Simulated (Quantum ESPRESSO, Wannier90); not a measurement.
## Wannierisation of Sr2NCl (R-3m)

```xyz
4
Lattice="-1.9465 3.3715 0.0000 -3.8931 0.0000 0.0000 -1.9465 1.1238 7.0388" Properties=species:S:1:pos:R:3 pbc="T T T"
Sr    -1.9465     1.1238     2.1735
Sr     1.9465    -1.1238    -2.1735
N     -3.8931     2.2477     3.5194
Cl     0.0000     0.0000     0.0000
```

Materials Project entry mp-23033; symmetrised, unrelaxed at this level. COD (Crystallography Open Database) has an entry of this formula and space group (matched by these alone). Level: PBEsol, no spin polarisation, no spin-orbit coupling; pw.x of Quantum ESPRESSO at 68 Ry with PseudoDojo potentials, 6×6×6 k-points, Wannier90. Density: 10×10×10 mesh, cold smearing 0.01 Ry.

Bands 3-9 form an isolated set from -16.93 to -15.10 eV relative to the valence-band maximum (on the path) and are turned into 7 Wannier functions by minimising the spread from the start: atomic waves Cl 3s, Sr 4p.

**Question.** Where do the functions sit, how wide are they and what are they made of?

**Answer.** 
```csv
functions,spread (Å²),"nearest atom, distance (Å)","second atom, distance (Å)",weight on atomic waves
2,0.89,Sr 0.01,N 2.61,Sr 4p 98 %
4,0.90,Sr 0.01,N 2.61,Sr 4p 97 %
1,0.84,Cl 0.00,Sr 3.13,"Cl 3s 95 %, Sr 5s 5 %"
```

Ω_I = 6.19 Å², Ω_total = 6.20 Å²; the interpolated bands follow pw.x to 0.0 meV rms on the path. Only this start was tried; a symmetric start can stop on a saddle, and mixtures of these functions could lower the total by at most Ω_total − Ω_I.
